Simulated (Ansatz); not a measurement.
**Pd2PbW2 single point**

input.yaml (Ansatz 0.2.0)

```yaml
crystal:
  lattice:
    - [7.3025045, 0.0, 0.0]
    - [0.0, 7.3025045, 0.0]
    - [0.0, 0.0, 3.43055443]
  atoms:
    - { symbol: W, position: [0.1727, 0.6727, 0.5] }
    - { symbol: W, position: [0.3273, 0.1727, 0.5] }
    - { symbol: W, position: [0.8273, 0.3273, 0.5] }
    - { symbol: W, position: [0.6727, 0.8273, 0.5] }
    - { symbol: Pb, position: [0.0, 0.0, 0.0] }
    - { symbol: Pb, position: [0.5, 0.5, 0.0] }
    - { symbol: Pd, position: [0.3749, 0.8749, 0.0] }
    - { symbol: Pd, position: [0.1251, 0.3749, 0.0] }
    - { symbol: Pd, position: [0.6251, 0.1251, 0.0] }
    - { symbol: Pd, position: [0.8749, 0.6251, 0.0] }
  symmetry: { tolerance: 0.0003 }
kpoints:
  mp_grid: { grid: [5, 5, 10], shift: [0, 0, 0] }
  band_path:
    path:
      - [0.0, 0.0, 0.0]
      - [0.0, 0.5, 0.0]
      - [0.5, 0.5, 0.0]
      - [0.0, 0.0, 0.0]
      - [0.0, 0.0, 0.5]
      - [0.0, 0.5, 0.5]
      - [0.5, 0.5, 0.5]
      - [0.0, 0.0, 0.5]
      - [0.0, 0.5, 0.0]
      - [0.0, 0.5, 0.5]
      - [0.5, 0.5, 0.0]
    npoints: 6
magnetization:
  spin_polarized: false
scf:
  occupations: { method: fermi_dirac }
  lower_state_search: "off"
  max_iter: 200
hamiltonian:
  pseudopotentials: { kind: paw }
  xc: r2scan
basis:
  ecutwfc: 500
  fft_grid_basis: typed
output:
  forces: true
  stress: true
  eigenvalues: true
  bader: true
  populations: true
  elf: true
  write_potential: true
  volumetric_format: npy
  dos:
    e_range: [-12, 8]
    de: 0.05
    projected: { site_lists: { Pb: [Pb], Pd: [Pd], W: [W] } }
checkpoint:
  read: saved_state
```

The saved state is an earlier solution for the same cell, perhaps on another mesh. 

Parts of the output:

```
Pseudopotentials: kind: paw
Pseudopotential: W, paw, valence charge 14, recommended cutoff 500 eV (meta_gga), W.paw.azcp
Pseudopotential: Pb, paw, valence charge 14, recommended cutoff 500 eV (meta_gga), Pb.paw.azcp
Pseudopotential: Pd, paw, valence charge 18, recommended cutoff 500 eV (meta_gga), Pd.paw.azcp
Functional definition: r2SCAN
  exchange = r2scan_x(k0 = k0, k1 = k1, a1 = a1)
  correlation = r2scan_c
Crystal: 10 atoms, lattice volume = 182.940 Å³
Basis set: ecut = 500 eV, 4637 PW (Γ), exchange–correlation on 216×216×108 points (64 copies of the dense FFT grid, shifted against one another)
Bands: 94, of which v1, the nominal top of the filled ones, is band 78 counted from 1 (77 counted from 0)
Symmetry: 16 space group operations
Space group: P4/mbm (ITA 127), of the structure as read, at distance tolerance 1.7e-3 Å
k-points: 36 of 250
Initial density: read from a saved state, or passed on in memory by an earlier SCF of this step, an earlier step, the calling program or the single point that the run made first
Functional: x = r2scan, c = r2scan; τ floored in thin density (d = 2e-4 eV/Å³)
SCF iter   1: F=-93364.6402 eV  Δρ=1.90e-3  dr2=4.35e-3  dr2_τ=8.87e-3
SCF iter   2: F=-93364.6434 eV  Δρ=9.90e-4  dr2=7.49e-4  dr2_τ=3.36e-4
SCF iter   3: F=-93364.6435 eV  Δρ=4.98e-4  dr2=3.00e-4  dr2_τ=5.95e-5
SCF iter   4: F=-93364.6436 eV  Δρ=1.14e-4  dr2=2.31e-5  dr2_τ=1.37e-6
SCF iter   5: F=-93364.6437 eV  Δρ=3.22e-5  dr2=1.76e-6  dr2_τ=3.36e-7
SCF iter   6: F=-93364.6437 eV  Δρ=7.62e-6  dr2=1.08e-7  dr2_τ=2.05e-8
SCF iter   7: F=-93364.6437 eV  Δρ=3.15e-6  dr2=1.80e-8  dr2_τ=1.22e-9
Free energy (F): -93364.6437 eV
Harris-Foulkes:  -93364.6437 eV  (|F-HF|=5.08e-9)
Internal energy: -93364.2893 eV  (E = F + TS)
E sigma→0 (E₀):  -93364.4665 eV
Entropy (-TS):   -0.3544 eV (-35.443 meV/atom)
Fermi energy:    18.2419 eV
--- Per-component energies (eV) ---
  E_band       = -1334.5255
  E_kinetic    = 4425.3985
  E_local      = -13349.3541  (includes V_loc(G=0)·N_el)
  E_nonlocal   = 1577.3048
  E_hartree    = 5370.0408
  E_xc         = -2039.9423
  E_vxc        = -2245.0703  (∫ρ·V_xc dr)
  E_paw        = -70338.2015  (= ΣΔE_a)
  E_vpaw       = -2627.6029  (= ΣTr[D̂ρ^β])
  E_aug_tail   = 0.0003  (compensation charges beyond the density's cutoff)
  E_vtau       = 144.7106  (kinetic-family band-sum trace: ∫τ·v_τ [+ j·A + Jᵃ·Aᵃ] dr)
  E_ewald      = -19007.3066
  E_core_change = -2.2291  (= ΣΔE_core)
  E_smearing   = -0.3544  (= −TS)
--- Forces (eV/Å), atoms counted from 1 ---
  atom   1  W     -0.6015    -0.6015     0.0000
  atom   2  W      0.6015    -0.6015     0.0000
  atom   3  W      0.6015     0.6015     0.0000
  atom   4  W     -0.6015     0.6015     0.0000
  atom   5  Pb     0.0000     0.0000     0.0000
  atom   6  Pb     0.0000     0.0000     0.0000
  atom   7  Pd     0.0513     0.0513     0.0000
  atom   8  Pd    -0.0513     0.0513     0.0000
  atom   9  Pd    -0.0513    -0.0513     0.0000
  atom  10  Pd     0.0513    -0.0513     0.0000
--- Stress (GPa, compression-positive) ---
       -8.3017       0.0000       0.0000
        0.0000      -8.3017       0.0000
        0.0000       0.0000      -9.6547
  P = ⅓ Tr σ = -8.7527 GPa (-87.527 kbar)
--- Löwdin populations: 10 sites ---
  site symbol       q [e]
     0      W     14.0350
     1      W     14.0350
     2      W     14.0350
     3      W     14.0350
     4     Pb     14.6618
     5     Pb     14.6618
     6     Pd     17.1247
     7     Pd     17.1247
     8     Pd     17.1247
     9     Pd     17.1247
  spilling = 0.0131 (of n_electrons = 156.0000)
--- Bader charges: 10 sites ---
  site symbol  charge [e]  shift [e]
     0      W      0.7534     0.0000
     1      W      0.7534     0.0000
     2      W      0.7533     0.0000
     3      W      0.7534     0.0000
     4     Pb      0.1090     0.0000
     5     Pb      0.1089     0.0000
     6     Pd     -0.8078     0.0000
     7     Pd     -0.8078     0.0000
     8     Pd     -0.8079     0.0000
     9     Pd     -0.8078     0.0000
```

Origin: a known structure type with other elements, at an estimated volume, so it need not be a known compound.
